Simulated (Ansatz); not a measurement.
MgCd3Se4: rattling a relaxed structure

The structure comes from a generated guess, relaxed at this level; another structure or a mixture of phases may lie lower.

Theory: Ansatz 0.2.0, DFT PBE, scalar-relativistic, plane waves, PAW. Plane waves to 420 eV, a k mesh through Γ of 6×6×6 on the computed 8-atom cell and Gaussian smearing (0.02 eV); no spin polarisation.

The cell below (8 atoms, space group P-43m (No. 215)) is relaxed within its symmetry.

```cif
data_structure
_symmetry_space_group_name_H-M 'P 1'
_symmetry_Int_Tables_number 1
_cell_length_a 6.1428
_cell_length_b 6.1428
_cell_length_c 6.1428
_cell_angle_alpha 90.000
_cell_angle_beta 90.000
_cell_angle_gamma 90.000
_cell_volume 231.79
loop_
_atom_site_label
_atom_site_type_symbol
_atom_site_fract_x
_atom_site_fract_y
_atom_site_fract_z
_atom_site_occupancy
Mg1 Mg 0.00000 0.00000 0.00000 1
Cd1 Cd 0.00000 0.50000 0.50000 1
Cd2 Cd 0.50000 0.00000 0.50000 1
Cd3 Cd 0.50000 0.50000 0.00000 1
Se1 Se 0.75532 0.75532 0.24468 1
Se2 Se 0.75532 0.24468 0.75532 1
Se3 Se 0.24468 0.75532 0.75532 1
Se4 Se 0.24468 0.24468 0.24468 1
```

For the test it was strained at random (σ = 1.5 % a component), the atoms were moved at random (σ = 0.10 Å), and all was relaxed again on a coarse 2×2×2 mesh (in the run’s order of axes) with 0.10 eV smearing, with no symmetry imposed.

Problem. Does it come back?

Solution. It returns, within 1 meV/atom of the unmoved cell on that mesh and with the same symmetry when read at 0.1 Å (P-42m at 0.01 Å, so small strains and shifts remain). So it is stable against the distortions that fit this cell and that this random move excites. Modes that don't fit the cell aren't tested.
